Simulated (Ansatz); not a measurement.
TaS₂:
```cif
data_S2Ta
_chemical_formula_sum 'Ta1 S2'
_space_group_name_H-M_alt 'P 1'
_space_group_IT_number 1
_cell_length_a 3.29093
_cell_length_b 3.29093
_cell_length_c 5.72208
_cell_angle_alpha 90.000
_cell_angle_beta 90.000
_cell_angle_gamma 120.000
loop_
_space_group_symop_operation_xyz
  'x, y, z'
loop_
_atom_site_label
_atom_site_type_symbol
_atom_site_fract_x
_atom_site_fract_y
_atom_site_fract_z
_atom_site_occupancy
Ta1 Ta 0.00000 0.00000 0.00000 1
S1 S 0.33333 0.66667 0.26862 1
S2 S 0.66667 0.33333 0.73138 1
```

This is the LDA-relaxed structure.

All from LDA (plane waves, PAW; program Ansatz), unless another level is named. Give the electronic character.

metallic (no gap).

Next, the formation energy from the elements (no fitted shifts)?

-1.14 eV/atom.

Give the gap with spin–orbit coupling.

none (metallic).

Space group P-3m1 (CdI2 type). The cell was relaxed with LDA under the symmetry of its start. The run is not spin-polarised. The volume moved by -17 % from the start of the relaxation. A crystal of weakly bound layers computed without a dispersion correction: the cell and the soft elastic constants depend strongly on that. With an odd number of electrons in the cell and no spin polarisation, the count alone makes it a metal. The references are the lowest solids computed at this level, not always the standard phases. Scalar-relativistic: spin–orbit coupling is off unless named, which matters more the heavier the elements.

Potentials: the later of the program's two PAW sets.
